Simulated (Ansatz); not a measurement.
Space group P6_3/m (No. 176). a = 7.619 Å, b = 7.619 Å, c = 2.911 Å, α = 90.00°, β = 90.00°, γ = 120.00°
| atom | site | symmetry | x | y | z |
| --- | --- | --- | --- | --- | --- |
| Si | 6h | m.. | 0.7678 | 0.1741 | 0.2500 |
| N | 6h | m.. | 0.0299 | 0.3299 | 0.2500 |
| N | 2d | -6.. | 0.3333 | 0.6667 | 0.7500 |

Equation of state of this Si₃N₄ structure (not necessarily the ground state), with shape and atoms relaxed at each volume where symmetry leaves them free. All numbers below come from DFT PBE+D3(BJ), scalar-relativistic, plane waves, PAW (Ansatz).

Cutoff 420 eV; k points 6×6×8 on the computed 14-atom cell (Γ-centred); Gaussian smearing, width 0.02 eV; no spin polarisation.

| V (Å³/atom) | E − E(largest V) (meV/atom) | P (GPa) | gap on mesh (eV) |
| --- | --- | --- | --- |
| 9.200 | 70.69 | 38.89 | 4.70 |
| 9.514 | 6.43 | 27.03 | 4.61 |
| 9.827 | -36.15 | 16.72 | 4.52 |
| 10.141 | -59.93 | 7.77 | 4.43 |
| 10.455 | -67.36 | 0.00 | 4.33 |
| 10.768 | -60.61 | -6.73 | 4.23 |
| 11.082 | -41.59 | -12.56 | 4.13 |
| 11.500 | 0.00 | -19.11 | 3.81 |

Question: Fit a third-order Birch–Murnaghan equation to E(V).

Answer: V0 = 10.46 Å³/atom, B0 = 240 GPa, B0' = 3.7.

The gaps are read on the mesh, which can miss the band edges, so they can be too wide.